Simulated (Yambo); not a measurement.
Yambo input for KPSO3H2 (space group Cm, No. 8) (a = b = 4.582 Å, c = 6.017 Å, α = β = 103.05°, γ = 88.15°), on norm-conserving PBEsol (Quantum ESPRESSO, 84 Ry, without SOC) wavefunctions on a 4×4×4 mesh:

```
optics
chi
dipoles
kernel
FFTGvecs= 40 Ry
Chimod= "HARTREE"
NGsBlkXd= 3 Ry
% QpntsRXd
 1 | 1 |
%
% BndsRnXd
 1 | 89 |
%
GrFnTpXd= "R"
% EnRngeXd
 0.0 | 20.0 | eV
%
% DmRngeXd
 0.2 | 0.2 | eV
%
CGrdSpXd= 50
ETStpsXd= 161
% LongDrXd
 1.0 | 0.0 | 0.0 |
%
```

First lines of the file o-*.eps_q1_inv_rpa_dyson:

```
Absorption @ Q(1):   1.00000000     0.00000000     0.00000000    [q->0 direction]
#
# [ X ] Hartree size     :   79
# [GEN] GF Energies     : Perdew, Burke & Ernzerhof SOL(X)+Perdew, Burke & Ernzerhof SOL(C)
# [GEN] Green`s Function     : Retarded
#
# [GEN] Gauge     : Length
# [GEN] [r,Vnl] included     : yes
#
#    E[1] [eV]     Im(eps)     Re(eps)     Im(eps_o)     Re(eps_o)
#
     0.000000     -0.45280E-16     2.568151     0.74024E-18     3.019028
     0.125000     0.867751E-3     2.568421     0.001299     3.019432
     0.250000     0.001738     2.569233     0.002603     3.020648
     0.375000     0.002615     2.570589     0.003916     3.022678
     0.500000     0.003500     2.572494     0.005243     3.025531
     0.625000     0.004397     2.574954     0.006590     3.029216
     0.750000     0.005310     2.577977     0.007961     3.033747
     0.875000     0.006240     2.581575     0.009362     3.039141
     1.000000     0.007193     2.585759     0.010798     3.045418
     1.125000     0.008172     2.590544     0.012277     3.052603
     1.250000     0.009182     2.595948     0.013804     3.060722
     1.375000     0.010226     2.601991     0.015388     3.069809
     1.500000     0.011310     2.608696     0.017036     3.079901
     1.625000     0.012440     2.616089     0.018758     3.091040
     1.750000     0.013623     2.624201     0.020565     3.103276
     1.875000     0.014865     2.633066     0.022467     3.116663
     2.000000     0.016175     2.642723     0.024479     3.131265
     2.125000     0.017563     2.653218     0.026616     3.147154
     2.250000     0.019041     2.664600     0.028895     3.164411
     2.375000     0.020621     2.676930     0.031339     3.183131
     2.500000     0.022320     2.690273     0.033972     3.203421
     2.625000     0.024159     2.704710     0.036824     3.225405
     2.750000     0.026160     2.720330     0.039933     3.249229
     2.875000     0.028355     2.737241     0.043344     3.275059
     3.000000     0.030783     2.755570     0.047114     3.303095
     3.125000     0.033495     2.775470     0.051318     3.333573
     3.250000     0.036561     2.797127     0.056053     3.366777
     3.375000     0.040078     2.820770     0.061452     3.403052
     3.500000     0.044190     2.846691     0.067706     3.442830
     3.625000     0.049116     2.875264     0.075098     3.486656
     3.750000     0.055222     2.906982     0.084084     3.535230
     3.875000     0.063160     2.942499     0.095451     3.589467
     4.000000     0.074219     2.982636     0.110714     3.650506
```
(The file goes on to the top of the energy range.) Convergence of the RPA response with its 4×4×4 mesh was not tested.

Geometry of the Materials Project entry, not relaxed at this level.
